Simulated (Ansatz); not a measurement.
A relaxed cell of Al2O is given with its symmetry left out. The cell was found from a structure generator's guess, not taken from experiment.

All numbers below come from DFT PBE, scalar-relativistic, plane waves, PAW in Ansatz 0.2.0. Cutoff 420 eV, Γ-centred mesh, Gaussian smearing, no spin polarisation.

```cif
data_structure
_symmetry_space_group_name_H-M 'P 1'
_symmetry_Int_Tables_number 1
_cell_length_a 4.3087
_cell_length_b 4.0052
_cell_length_c 3.8793
_cell_angle_alpha 66.229
_cell_angle_beta 58.288
_cell_angle_gamma 55.482
_cell_volume 46.39
loop_
_atom_site_label
_atom_site_type_symbol
_atom_site_fract_x
_atom_site_fract_y
_atom_site_fract_z
_atom_site_occupancy
Al1 Al 0.50000 0.00000 0.50000 1
Al2 Al 0.00000 0.50000 0.00000 1
O1 O 0.00000 0.00000 0.00000 1
```

The zero of energy is the elements' standard structures at the same level (O₂ as a molecule); no fitted shifts are applied.

**Question.** What space group does it have?

**Answer.** Fmmm (No. 69). Conventional cell: a = 5.005 Å, b = 5.928 Å, c = 6.254 Å. Around Al lie 2 O at 2.00 Å and 2 Al at 2.50 Å; around O lie 4 Al at 2.00 Å.

**Question.** How far does it lie from the elements in energy?

**Answer.** −0.62 eV/atom.

**Question.** Is it a metal?

**Answer.** Yes, bands cross the Fermi level on the 14×14×14 mesh.

The last run used a 14×14×14 mesh for its 3-atom cell and Gaussian smearing of 0.10 eV. Symmetry constrained the relaxation, so the result can be a saddle point. Another cell of Al2O relaxed alike, in P4/mmm, lies 0.40 eV/atom lower, so this cell isn't the stable form at this level.
